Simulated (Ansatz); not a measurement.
# In₃Se: what the smearing entropy tells about the Fermi level

All numbers below come from DFT PBEsol, scalar-relativistic, plane waves, PAW in Ansatz.

```
CELL_PARAMETERS angstrom
4.80376 0.00000 0.00000
0.00000 4.80376 0.00000
0.00000 0.00000 4.80376
ATOMIC_POSITIONS crystal
In 0.00000 0.50000 0.50000
In 0.50000 0.00000 0.50000
In 0.50000 0.50000 0.00000
Se 0.00000 0.00000 0.00000
```

The plane-wave cutoff is 420 eV, the Γ-centred k-mesh is 10×10×10 and the spin treatment is unpolarised.

The same metal under several smearings of width σ, on one mesh. F is the free energy, TS the smearing's entropy term for the cell of 4 atoms, and E = F + TS. Gaussian occupations are ½ erfc[(ε − μ)/σ], and N counts both spins.

```csv
rule,σ (eV),F − F(narrowest) (meV/atom),TS (meV/cell)
Fermi–Dirac,0.01,-0.067,1.368
Fermi–Dirac,0.1,-7.053,49.199
Fermi–Dirac,0.3,-56.542,467.923
Fermi–Dirac,0.5,-168.908,1485.380
Gaussian,0.02,0.000,0.973
Gaussian,0.1,-1.499,9.487
Gaussian,0.2,-4.673,31.595
Gaussian,0.3,-9.365,65.493
```

For a density of states N (both spins) that is flat over the smeared range, TS = Nσ²/2 (Gaussian) and (π²/3)Nσ² (Fermi–Dirac). What N does each run give?

```
       rule  σ (eV) N (states/eV a cell)
Fermi–Dirac    0.01                  4.16
Fermi–Dirac     0.1                  1.50
Fermi–Dirac     0.3                  1.58
Fermi–Dirac     0.5                  1.81
   Gaussian    0.02                  4.87
   Gaussian     0.1                  1.90
   Gaussian     0.2                  1.58
   Gaussian     0.3                  1.46
```

Equal entropy needs σ_Gauss = π√(2/3) σ_FD = 2.57 σ_FD, so a Fermi–Dirac width acts like a Gaussian one 2.57 times as large. At moderate widths N lies between 1.46 and 1.90. The drift shows structure in the density of states within the smeared window (a rise with width points to a dip at the Fermi level, a fall to a peak or a steep flank), or a mesh too coarse for the narrower widths. At the narrowest widths only the few mesh levels within σ of μ count, so N can scatter there.

To second order F = E0 − TS/2 and E = E0 + TS/2. How well does E0 = (E + F)/2 undo the smearing?

```csv
rule,σ (eV),F − E0(narrowest) (meV/atom),(E + F)/2 − E0(narrowest) (meV/atom)
Fermi–Dirac,0.01,-0.19,-0.02
Fermi–Dirac,0.1,-7.17,-1.02
Fermi–Dirac,0.3,-56.66,1.83
Fermi–Dirac,0.5,-169.03,16.64
Gaussian,0.02,-0.12,0.00
Gaussian,0.1,-1.62,-0.43
Gaussian,0.2,-4.79,-0.84
Gaussian,0.3,-9.49,-1.30
```

At Gaussian 0.3 eV the free energy is off by -9.49 meV/atom and the mean by -1.30. What remains is of order σ⁴ plus the mesh error of the narrowest run, which is no exact reference. Forces and stress are derivatives of F, not of E0, so they keep the σ² error.